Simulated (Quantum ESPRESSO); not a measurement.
In3Zr3SnY, input and log of a self-consistent run

Computed values, not a measurement. The program is pw.x of Quantum ESPRESSO 7.5 (plane-wave density functional theory). The cell is made up: eight metal atoms on a face-centred cubic lattice, with elements, volume, strain and displacements drawn at random and not relaxed, so it may be unstable or far from any real phase. PseudoDojo standard norm-conserving files set the functional (PBE unless stated); there is no spin polarisation or spin-orbit coupling, the Fermi-Dirac width of 0.25 eV means electrons at about 2900 K, and the masses in the input are unused placeholders. The tin pseudopotential is less sure than most, with forces differing by about three percent from a second method on plain tin. A spin test at this wide smearing found no moment, but such smearing suppresses magnetism that the real alloy may have.

Input:

```
&control calculation='scf', pseudo_dir='./dojo.nc.sr.pbe.v0_5.standard.upf', outdir='./o', disk_io='minimal', tprnfor=.true., tstress=.true. /
&system ibrav=0, nat=8, ntyp=4, nbnd=63, ecutwfc=72.02867146, nosym=.true., tot_charge=0,
 occupations='smearing', smearing='fd', degauss=0.0183746611
/
&electrons conv_thr=1.470e-08, electron_maxstep=70, mixing_beta=0.5 /
ATOMIC_SPECIES
In 1.0 In.upf
Sn 1.0 Sn.upf
Y 1.0 Y.upf
Zr 1.0 Zr.upf
CELL_PARAMETERS angstrom
-0.0228 -2.3309 -2.32
-0.039 4.5219 -4.5001
9.1654 0.0066 0.0846
ATOMIC_POSITIONS angstrom
In -0.107 -0.1984 0.0089
In 4.56 -0.169 -0.0246
Zr -0.0352 2.3598 -2.142
Sn 4.532 2.2988 -2.2815
Y 2.1484 0.0928 -2.2414
In 6.8005 0.0184 -2.1439
Zr 2.0842 2.2717 -4.4428
Zr 6.6059 2.215 -4.4026
K_POINTS automatic
7 4 3 1 1 1
```

The log is shortened where brackets say so; the opening notice, blank lines, dates and the lines on written files are dropped, and the path of the files is cut. It prints rydbergs, bohrs and kilobars, and counts compression as positive stress. Its total energy is the free energy E - TS of the whole cell.

```
     Program PWSCF v.7.5
     Parallel version (MPI & OpenMP), running on       4 processor cores
     Number of MPI processes:                 4
     Threads/MPI process:                     1
     [start-up lines left out]
     bravais-lattice index     =            0
     lattice parameter (alat)  =       6.2149  a.u.
     unit-cell volume          =    1297.5322 (a.u.)^3
     number of atoms/cell      =            8
     number of atomic types    =            4
     number of electrons       =       100.00
     number of Kohn-Sham states=           63
     kinetic-energy cutoff     =      72.0287  Ry
     charge density cutoff     =     288.1147  Ry
     scf convergence threshold =      1.5E-08
     mixing beta               =       0.5000
     number of iterations used =            8  plain     mixing
     Exchange-correlation= PBE
                           (   1   4   3   4   0   0   0)
     [axes and pseudopotential details left out]
   Cartesian axes
     site n.     atom                  positions (alat units)
         1        In     tau(   1) = (  -0.0325350  -0.0603265   0.0027062  )
         2        In     tau(   2) = (   1.3865362  -0.0513870  -0.0074800  )
         3        Zr     tau(   3) = (  -0.0107031   0.7175325  -0.6513071  )
         4        Sn     tau(   4) = (   1.3780224   0.6989845  -0.6937242  )
         5        Y      tau(   5) = (   0.6532531   0.0282172  -0.6815312  )
         6        In     tau(   6) = (   2.0677937   0.0055948  -0.6518849  )
         7        Zr     tau(   7) = (   0.6337322   0.6907444  -1.3508998  )
         8        Zr     tau(   8) = (   2.0086227   0.6735039  -1.3386764  )
     number of k points=    42  Fermi-Dirac smearing, width (Ry)=  0.0184
                       cart. coord. in units 2pi/alat
        k(    1) = (   0.0607018  -0.0049628  -0.0968657), wk =   0.0476190
        k(    2) = (  -0.1785351  -0.0048246  -0.0946534), wk =   0.0476190
     [further k points left out]
     Dense  grid:   107175 G-vectors     FFT dimensions: (  36,  72,  96)
     Estimated max dynamical RAM per process >     313.22 MB
     Estimated total dynamical RAM >       1.15 GB
     Initial potential from superposition of free atoms
     starting charge      99.9752, renormalised to     100.0000
     Starting wfcs are   76 randomized atomic wfcs
     total cpu time spent up to now is        8.4 secs
     per-process dynamical memory:   244.3 Mb
     Self-consistent Calculation
     iteration #  1     ecut=    72.03 Ry     beta= 0.50
     Davidson diagonalization with overlap
     ethr =  1.00E-02,  avg # of iterations =  2.1
     total cpu time spent up to now is       23.2 secs
     total energy              =    -941.21032669 Ry
     estimated scf accuracy    <       1.01097627 Ry
     iteration #  2     ecut=    72.03 Ry     beta= 0.50
     Davidson diagonalization with overlap
     ethr =  1.01E-03,  avg # of iterations =  7.6
     total cpu time spent up to now is       46.3 secs
     total energy              =    -940.14742207 Ry
     estimated scf accuracy    <      23.45889312 Ry
     iteration #  3     ecut=    72.03 Ry     beta= 0.50
     Davidson diagonalization with overlap
     ethr =  1.01E-03,  avg # of iterations =  6.2
     total cpu time spent up to now is       66.2 secs
     total energy              =    -941.58356420 Ry
     estimated scf accuracy    <       2.52238402 Ry
     iteration #  4     ecut=    72.03 Ry     beta= 0.50
     Davidson diagonalization with overlap
     ethr =  1.01E-03,  avg # of iterations =  2.6
     total cpu time spent up to now is       81.3 secs
     total energy              =    -941.75069883 Ry
     estimated scf accuracy    <       0.47011339 Ry
     iteration #  5     ecut=    72.03 Ry     beta= 0.50
     Davidson diagonalization with overlap
     ethr =  4.70E-04,  avg # of iterations =  2.0
     total cpu time spent up to now is       95.1 secs
     total energy              =    -941.78861874 Ry
     estimated scf accuracy    <       0.03564764 Ry
     [iterations 6 to 13 left out]
     iteration # 14     ecut=    72.03 Ry     beta= 0.50
     Davidson diagonalization with overlap
     ethr =  2.33E-09,  avg # of iterations =  2.0
     total cpu time spent up to now is      246.3 secs
     total energy              =    -941.79620122 Ry
     estimated scf accuracy    <       0.00000164 Ry
     iteration # 15     ecut=    72.03 Ry     beta= 0.50
     Davidson diagonalization with overlap
     ethr =  1.64E-09,  avg # of iterations =  1.5
     total cpu time spent up to now is      259.8 secs
     total energy              =    -941.79620136 Ry
     estimated scf accuracy    <       0.00000005 Ry
     iteration # 16     ecut=    72.03 Ry     beta= 0.50
     Davidson diagonalization with overlap
     ethr =  5.21E-11,  avg # of iterations =  4.9
     total cpu time spent up to now is      277.0 secs
     total energy              =    -941.79620137 Ry
     estimated scf accuracy    <       0.00000002 Ry
     iteration # 17     ecut=    72.03 Ry     beta= 0.50
     Davidson diagonalization with overlap
     ethr =  1.65E-11,  avg # of iterations =  3.6
     total cpu time spent up to now is      292.5 secs
     total energy              =    -941.79620137 Ry
     estimated scf accuracy    <       0.00000002 Ry
     iteration # 18     ecut=    72.03 Ry     beta= 0.50
     Davidson diagonalization with overlap
     ethr =  1.55E-11,  avg # of iterations =  1.7
     total cpu time spent up to now is      306.4 secs
     End of self-consistent calculation
     [lines on levels left out]
!    total energy              =    -941.79620137 Ry
     estimated scf accuracy    <          7.0E-10 Ry
     smearing contrib. (-TS)   =      -0.10544263 Ry
     internal energy E=F+TS    =    -941.69075874 Ry
     The total energy is F=E-TS. E is the sum of the following terms:
     one-electron contribution =    -208.04205569 Ry
     hartree contribution      =     167.17123098 Ry
     xc contribution           =    -240.59105458 Ry
     ewald contribution        =    -660.22887945 Ry
     convergence has been achieved in  18 iterations
     Forces acting on atoms (cartesian axes, Ry/au):
     atom    1 type  1   force =    -0.00590340    0.01569082    0.00665037
     atom    2 type  1   force =    -0.02163724    0.02330755    0.00066559
     atom    3 type  4   force =    -0.04508633    0.00547297   -0.00967987
     atom    4 type  2   force =    -0.02287560   -0.00224730    0.01344125
     atom    5 type  3   force =     0.03286087   -0.02740655    0.01075174
     atom    6 type  1   force =     0.01937460   -0.00350577    0.00175281
     atom    7 type  4   force =     0.01462891   -0.00696801   -0.00936020
     atom    8 type  4   force =     0.02863819   -0.00434372   -0.01422169
     Total force =     0.089058     Total SCF correction =     0.000067
     Computing stress (Cartesian axis) and pressure
          total   stress  (Ry/bohr**3)                   (kbar)     P=       17.99
   0.00010173  -0.00008490   0.00004090           14.96      -12.49        6.02
  -0.00008490   0.00014135  -0.00004432          -12.49       20.79       -6.52
   0.00004090  -0.00004432   0.00012370            6.02       -6.52       18.20
     init_run     :      7.94s CPU      8.23s WALL (       1 calls)
     electrons    :    296.08s CPU    298.03s WALL (       1 calls)
     forces       :      2.27s CPU      2.30s WALL (       1 calls)
     stress       :      7.68s CPU      7.69s WALL (       1 calls)
     [timing details left out]
     PWSCF        :   5m14.18s CPU   5m16.49s WALL
     JOB DONE.
```

In other units: free energy -12813.790 eV for the cell, pressure 1.80 GPa, largest force component 1.159 eV/Å in size. The run took 318 s of wall time with four MPI processes on a shared machine (Intel Xeon, older, virtual cores), so the time is rough. A rerun of this cell at a higher cutoff and on a denser mesh moved values by no more than 0.007 eV in energy, 0.17 GPa in stress and 0.016 eV/Å in force, and a second program with other atomic files agreed on that cell to 2 % rms in force and 0.5 GPa in pressure.